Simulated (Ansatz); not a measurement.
Input file for Ansatz (an electronic-structure program):

Ansatz 0.2 input:
```yaml
crystal:
  lattice:
    - [8.7777446106, 0.0, 0.0]
    - [0.0, 12.2378877456, 0.0]
    - [0.0, 0.0, 8.3801744166]
  atoms:
    - { symbol: Cs, position: [0.4320751561, 0.25, 0.9762330429] }
    - { symbol: Cs, position: [0.9320751561, 0.25, 0.5237669571] }
    - { symbol: Cs, position: [0.5679248439, 0.75, 0.0237669571] }
    - { symbol: Cs, position: [0.0679248439, 0.75, 0.4762330429] }
    - { symbol: Sn, position: [0.0, 0.0, 0.0] }
    - { symbol: Sn, position: [0.5, 0.5, 0.5] }
    - { symbol: Sn, position: [0.0, 0.5, 0.0] }
    - { symbol: Sn, position: [0.5, 0.0, 0.5] }
    - { symbol: I, position: [0.0021269632, 0.25, 0.0630896322] }
    - { symbol: I, position: [0.5021269632, 0.25, 0.4369103678] }
    - { symbol: I, position: [0.9978730368, 0.75, 0.9369103678] }
    - { symbol: I, position: [0.4978730368, 0.75, 0.5630896322] }
    - { symbol: I, position: [0.2969928181, 0.531920801, 0.1991588137] }
    - { symbol: I, position: [0.7969928181, 0.968079199, 0.3008411863] }
    - { symbol: I, position: [0.7030071819, 0.031920801, 0.8008411863] }
    - { symbol: I, position: [0.2030071819, 0.468079199, 0.6991588137] }
    - { symbol: I, position: [0.7030071819, 0.468079199, 0.8008411863] }
    - { symbol: I, position: [0.2030071819, 0.031920801, 0.6991588137] }
    - { symbol: I, position: [0.2969928181, 0.968079199, 0.1991588137] }
    - { symbol: I, position: [0.7969928181, 0.531920801, 0.3008411863] }
kpoints:
  mp_grid: { grid: [2, 2, 2] }
hamiltonian:
  xc: hse06
  pseudopotentials: { kind: paw }
scf:
  n_extra_bands: 20
  occupations: { method: fixed }
output:
  eigenvalues: true
  eigenstates:
    e_range: [-9.0, 8.8]
    kpoints:
      - [0.0, 0.0, 0.0]  # VBM
      - [0.0, 0.0, 0.0]  # CBM
```

Output (shortened):

```
Pseudopotentials: kind: paw
Pseudopotential: Cs, paw, valence charge 9
Pseudopotential: Sn, paw, valence charge 14
Pseudopotential: I, paw, valence charge 17
Functional definition: HSE06
davidson cushion auto → on  (no smearing: the cushion is to keep the highest requested band from converging to the state above it …
Crystal: 20 atoms, lattice volume = 900.207 Å³
Basis set: ecut = 420 eV, 17621 PW (Γ)
Bands: 168, of which v1, the nominal top of the filled ones, is band 148 counted from 1 (147 counted from 0)
Symmetry: 8 space group operations
Space group: Pnma (ITA 62), of the structure as read, at distance tolerance 9.7e-5 Å
k-points: 8
PAW frozen core: Cs, regenerated for the run's functional, and the local potential with it
PAW frozen core: Sn, regenerated for the run's functional, and the local potential with it
PAW frozen core: I, regenerated for the run's functional, and the local potential with it
Initial wavefunctions: pseudopotential atomic-orbital guess
Eigensolver: davidson
Functional: x = pbe(κ = 0.804, μ = 0.2195149727645171), c = pbe(β = 0.06672455060314922), warm-up for x = pbe(κ = 0.804, μ = 0.2195149727645171) + 0.25 (exact − pbe) at short range (hse, ω = 0.20786987370883472 Å⁻¹), c = pbe(β = 0.06672455060314922); HSE06 as …
SCF 1 stopped early in 4 iterations: F = -136953.656658 eV  dr2 = 4.59e-6
orbital symmetrization limited by the memory budget …
Crystal: 20 atoms, lattice volume = 900.207 Å³
Initial density: handed on by an earlier stage of this run
Initial wavefunctions: those handed on with the density
Functional: x = pbe(κ = 0.804, μ = 0.2195149727645171) + 0.25 (exact − pbe) at short range (hse, ω = 0.20786987370883472 Å⁻¹), c = pbe(β = 0.06672455060314922); HSE06 as pw.x's `hse` composes it (authors' and Libxc's form: `xc: wpbeh`)
Exchange kernel: α = 0.2500, screened, ω = 0.2079 Å⁻¹, Wigner–Seitz truncation, v(0) = 1042.1606 eV·Å³, q-mesh 2×2×2, nearest image of the exchange supercell L …
Frozen-core exchange: fock
SCF 2 stopped early in 5 iterations: F = -137046.641761 eV  dr2 = 2.10e-5
hybrid outer 1: dexx = +4.059e-2 eV, tail = 2.91e-4 eV
Crystal: 20 atoms, lattice volume = 900.207 Å³
Exchange kernel: α = 0.2500, screened, ω = 0.2079 Å⁻¹, Wigner–Seitz truncation, v(0) = 1042.1606 eV·Å³, q-mesh 2×2×2, nearest image of the exchange supercell L …
Frozen-core exchange: fock
SCF 3 converged in 4 iterations: F = -137046.640406 eV  dr2 = 2.48e-8
hybrid outer 2: dexx = +3.012e-6 eV, tail = 9.99e-8 eV, Δε = 4.54e-3 eV (about 1.45e-4 eV left of the loop's levels)
the search or the solves at the SCF's close seem to have found levels that the self-consistency loop had missed (the run counts 1) …
hybrid SCF converged: 2 outer / 9 inner (+4 warm-up), last move |dexx| = 3.01e-6 eV, tail = 9.99e-8 eV
Stability not checked (fock_operator)
Free energy (F): -137046.640406 eV
Frozen-core exchange: fock
Harris-Foulkes:  -137046.640406 eV  (|F-HF|=2.62e-9)
Internal energy: -137046.640406 eV  (E = F + TS)
E sigma→0 (E₀):  -137046.640406 eV
Fermi energy:    5.393271 eV
--- Per-component energies (eV) ---
  E_band       = -6150.183285
  E_kinetic    = 3572.377036
  E_local      = -33625.903387  (includes V_loc(G=0)·N_el)
  E_nonlocal   = -1107.543938
  E_hartree    = 17264.555421
  E_xc         = -3006.034916
  E_vxc        = -1955.818641  (∫ρ·V_xc dr)
  E_exx        = -811.724839  (= α·E_x^exact, valence–valence)
  E_paw        = -94635.929557  (= ΣΔE_a)
  E_vpaw       = -5938.951628  (= ΣTr[D̂ρ^β])
  E_aug_tail   = -0.000126  (compensation charges beyond the density's cutoff)
  E_ewald      = -24692.550138
  E_core_change = -3.885962  (= ΣΔE_core)
  E_smearing   =  0.000000  (= −TS)
  E_closure    = 0.000000  (closes the sum)
  Σ components = -137046.640406   (vs F -137046.640406, Δ=0.00e0)
--- Band table (eV; the first three rows and the last of 8) ---
  k-point 0: bands = ["-42.4349", "-42.4349", "-42.4348", "-42.4348", "-42.4283", "-42.4283", "-42.4283", "-42.4283", "-42.4282", "-42.4282", "-42.4282", "-42.4282", "-42.4010", "-42.4010", "-42.4010", "-42.4010", "-42.3932", "-42.3932", "-42.3931", …
  k-point 1: bands = ["-42.4349", "-42.4349", "-42.4348", "-42.4348", "-42.4283", "-42.4283", "-42.4283", "-42.4283", "-42.4282", "-42.4282", "-42.4282", "-42.4282", "-42.4010", "-42.4010", "-42.4010", "-42.4010", "-42.3931", "-42.3931", "-42.3931", …
  k-point 2: bands = ["-42.4349", "-42.4349", "-42.4349", "-42.4349", "-42.4283", "-42.4283", "-42.4283", "-42.4283", "-42.4282", "-42.4282", "-42.4282", "-42.4282", "-42.4010", "-42.4010", "-42.4010", "-42.4010", "-42.3932", "-42.3932", "-42.3931", …
  k-point 7: bands = ["-42.4349", "-42.4349", "-42.4349", "-42.4349", "-42.4283", "-42.4283", "-42.4283", "-42.4283", "-42.4282", "-42.4282", "-42.4282", "-42.4282", "-42.4010", "-42.4010", "-42.4010", "-42.4010", "-42.3931", "-42.3931", "-42.3931", …
  band table: 168 of 168 bands, residual norms ≤ 1.0e-3 eV
```

Cost: around 50 core-minutes (rough) on shared cores.

The points marked VBM and CBM come from a semilocal run.

The cell was relaxed with PBEsol under the symmetry of its start. Spin–orbit coupling is left out wherever it is not named.

Potentials: the later of the program's two PAW sets.

Ansatz is a plane-wave DFT program.
